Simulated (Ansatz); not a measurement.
input.yaml (Ansatz)

```yaml
crystal:
  lattice:
    - [3.344754811, 0.0, 0.0]
    - [0.0, 3.344754811, 0.0]
    - [0.0, 0.0, 3.344754811]
  atoms:
    - { symbol: Pb, position: [0.0, 0.0, 0.0] }
hamiltonian:
  xc: blyp
  pseudopotentials:
    kind: paw
    azcp:
      Pb: "pseudopotentials/Pb.paw.azcp"
basis:
  ecutwfc: 420
  fft_grid_basis: typed
kpoints:
  mp_grid: { grid: [15, 15, 15], shift: [0, 0, 0] }
magnetization:
  spin_polarized: false
scf:
  occupations: { method: fermi_dirac, width: 0.1 }
output:
  stress: true
  write_density: true
  write_potential: true
  elf: true
  volumetric_format: npy
```

Output

```
Engine: ansatz 0.2.0, aarch64-unknown-linux-gnu
Pseudopotentials: kind: paw
Pseudopotential: Pb, paw, valence charge 14, recommended cutoff 420 eV (normal) 
Functional definition: BLYP
  parameter beta = 0.0042
  parameter a = 0.04918
  parameter b = 0.132
  parameter c = 0.2533
  parameter d = 0.349
  exchange = b88_x(beta = beta)
  correlation = lyp_c(a = a, b = b, c = c, d = d)
Crystal: 1 atoms, lattice volume = 37.419 Å³
Basis set: ecut = 420 eV, 739 PW (Γ), exchange–correlation on 48×48×48 points (8 copies of the dense FFT grid, shifted against one another)
Bands: 11, of which v1, the nominal top of the filled ones, is band 7 counted from 1 (6 counted from 0)
Symmetry: 48 space group operations
Space group: Pm-3m (ITA 221), of the structure as read, at distance tolerance 3.3e-5 Å
k-points: 120 of 3375
Non-local potential: Pb, projectors of the file, l = 0: 2, l = 1: 2, l = 2: 2, l = 3: 2
PAW form: soft (Blöchl's): semilocal exchange-correlation on the pseudo side does not see the compensation charge
PAW frozen core: Pb, regenerated for the run's functional, and the local potential with it (the file was generated under x = pbe(κ = 0.804, μ = 0.2195149727645171), c = pbe(β = 0.06672455060314922))
PAW one-centre angular grid: Pb, 590 points (default); XC on 64 Gauss nodes
Initial density: superposition of atomic densities (neutral atoms: chi_scale 0, normalization atom), corrected by the library's trained network
Initial wavefunctions: pseudopotential atomic-orbital guess
Functional: x = b88, c = lyp
SCF iter   1: F=—  HF=-11934.552557 eV  |F-HF|=—  |Δ(HF+E_count)|=         —  Δρ=4.80e-3  dr2=7.16e-3  ethr=1.77e-3  ⟨swp⟩=5.4  Hψ=8474  notcnv=0
SCF iter   2: F=—  HF=-11934.551316 eV  |F-HF|=—  |Δ(HF+E_count)|=   1.24e-3  Δρ=2.90e-3  dr2=3.35e-3  ethr=5.11e-5  ⟨swp⟩=1.0  Hψ=2280  notcnv=0
SCF iter   3: F=—  HF=-11934.551180 eV  |F-HF|=—  |Δ(HF+E_count)|=   1.35e-4  Δρ=2.93e-4  dr2=2.70e-5  ethr=2.39e-5  ⟨swp⟩=2.1  Hψ=1492  notcnv=0
SCF iter   4: F=—  HF=-11934.551232 eV  |F-HF|=—  |Δ(HF+E_count)|=   5.18e-5  Δρ=1.06e-4  dr2=2.99e-6  ethr=1.93e-7  ⟨swp⟩=2.6  Hψ=2171  notcnv=0
SCF iter   5: F=—  HF=-11934.551234 eV  |F-HF|=—  |Δ(HF+E_count)|=   1.98e-6  Δρ=3.08e-5  dr2=2.56e-7  ethr=2.13e-8  ⟨swp⟩=2.0  Hψ=2150  notcnv=0
SCF iter   6: F=-11934.551234 eV  HF=-11934.551234 eV  |F-HF|=1.00e-10  |Δ(HF+E_count)|=   1.05e-7  Δρ=1.24e-6  dr2=5.89e-10  ethr=7.14e-10  ⟨swp⟩=8.9  Hψ=9156  notcnv=0
SCF 1 converged in 6 iterations: F = -11934.551234 eV  dr2 = 5.89e-10
SCF converged after 6 iterations
Free energy (F): -11934.551234 eV
Harris-Foulkes:  -11934.551234 eV  (|F-HF|=1.00e-10)
Internal energy: -11934.523519 eV  (E = F + TS)
E sigma→0 (E₀):  -11934.537377 eV
Entropy (-TS):   -0.027715 eV (-27.715 meV/atom)
Fermi energy:    8.313709 eV
--- Per-component energies (eV) ---
  E_band       = -70.140859
  E_kinetic    = 288.951588
  E_local      = -1194.032690  (includes V_loc(G=0)·N_el)
  E_nonlocal   = 347.003740
  E_hartree    = 474.637539
  E_xc         = -217.575910
  E_vxc        = -128.576282  (∫ρ·V_xc dr)
  E_paw        = -10436.326460  (= ΣΔE_a)
  E_vpaw       = -332.761346  (= ΣTr[D̂ρ^β])
  E_aug_tail   = 0.000055  (compensation charges beyond the density's cutoff)
  E_ewald      = -1197.067006
  E_core_change = -0.114376  (= ΣΔE_core)
  E_smearing   = -0.027715  (= −TS)
  E_closure    = 0.000000  (closes the sum)
  Σ components = -11934.551234   (vs F -11934.551234, Δ=0.00e0)
--- Stress (GPa, compression-positive) ---
        0.071364       0.000000       0.000000
        0.000000       0.071364       0.000000
        0.000000       0.000000       0.071364
  P = ⅓ Tr σ = 0.0714 GPa (0.714 kbar)
--- Band table (eV; the first three rows and the last of 120) ---
  k-point 0: bands = ["-8.7499", "-8.7499", "-8.3199", "-8.3199", "-8.3199", "-2.3588", "12.7743", "12.7743", "12.7743", "15.8949", "17.3069"]
  k-point 1: bands = ["-8.7490", "-8.7354", "-8.3249", "-8.3249", "-8.3195", "-2.3045", "12.0343", "12.8364", "12.8364", "16.1925", "17.3452"]
  k-point 2: bands = ["-8.7464", "-8.6945", "-8.3389", "-8.3389", "-8.3184", "-2.1428", "10.6260", "13.0179", "13.0179", "16.4923", "17.4606"]
  k-point 119: bands = ["-8.5637", "-8.5634", "-8.5634", "-8.1780", "-8.1780", "3.2979", "8.5305", "8.5305", "8.5634", "14.5562", "14.8575"]
```
